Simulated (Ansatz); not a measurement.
SiO2: do the settings matter for the field gradients?

Cell: a COD entry (the cell was measured well above room temperature), atoms as given.

Space group P4_12_12 (No. 92); a = 4.9890, c = 6.9910 Å.

| site | Wyckoff | site symmetry | x | y | z |
| --- | --- | --- | --- | --- | --- |
| Si | 4a | ..2 | 0.2977 | 0.2977 | 0.0000 |
| O | 8b | 1 | 0.2410 | 0.0999 | 0.1760 |

One atom of each set is listed.

Reference run. Level of theory: DFT, PBE, plane waves and PAW, scalar-relativistic, 420 eV cutoff, Γ-centred 4×4×3 k-points, Fermi–Dirac smearing 0.02 eV (Ansatz 0.2.0).

Question: The input is changed as follows: `hamiltonian.pseudopotentials`: {kind: paw} → {kind: paw, source: ansatz}; `basis.ecutwfc`: not typed → 600 eV; `accuracy`: not typed → high. What happens to V_zz (10²¹ V/m²) and η?

Answer: 

```
site  V_zz reference  η reference  V_zz changed  η changed
  Si           -0.32         0.45         -0.34       0.45
   O            9.21         0.12          9.04       0.12
```

The largest change of V_zz is on O, from 9.21 to 9.04. In per cent, |V_zz| changes by -2 on O (all sites that start above 0.5). The changed run reads another set of PAW files. SCF iterations: 6 and 9. New warnings: cutoff below recommended. In the changed run the cutoff of 600 eV lies below the one recommended for these PAW files, yet the gradients stay close to the reference.

On the reference run: The calculated pressure of 7 GPa (PBE) comes largely from the unrelaxed atoms: it is 0.9 GPa once they are relaxed in the same cell. The largest force is 0.5 eV/Å, so the atoms aren't at the calculated equilibrium and relaxing them would move these values.
